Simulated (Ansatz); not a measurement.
CaTiO3:
```xyz
5
Lattice="3.8036 0.0000 0.0000 0.0000 3.8036 0.0000 0.0000 0.0000 3.8036" Properties=species:S:1:pos:R:3 pbc="T T T"
Ca     1.9018     1.9018     1.9018
Ti     0.0000     0.0000     0.0000
O      0.0000     0.0000     1.9018
O      0.0000     1.9018     0.0000
O      1.9018     0.0000     0.0000
```

Relaxed with LDA. Special points in fractions of this cell's reciprocal vectors: Γ (0.000, 0.000, 0.000); X (0.000, 0.500, 0.000); M (0.500, 0.500, 0.000); R (0.500, 0.500, 0.500).

Task: List the band energies nearest the valence-band maximum at these points for plane-wave PAW LDA (Ansatz code).

Result: In eV from the valence-band maximum; about four levels below and three above (degenerate sets whole), none deeper than 8.9 eV; points with the same levels are listed once.

| k | below | above |
|---|---|---|
| Γ | -1.29 -1.29 -1.29 -0.42 -0.42 -0.42 | 1.88 1.88 1.88 |
| X | -2.80 -2.80 -2.18 -0.73 -0.73 | 2.11 4.13 4.13 |
| M | -2.07 -2.07 -1.68 -0.11 | 4.14 4.14 4.52 |
| R | -4.54 -4.54 0.00 0.00 0.00 | 4.85 4.85 4.85 |

Space group Pm-3m (cubic perovskite). The workflow started from an entry of the Crystallography Open Database (COD), which files this formula under 5 space groups. Its standing as an ambient phase is unchecked. The LDA relaxation kept the symmetry of its start. At this level the phase is dynamically unstable (imaginary phonons). The run is not spin-polarised.

Potentials: the later of the program's two PAW sets.
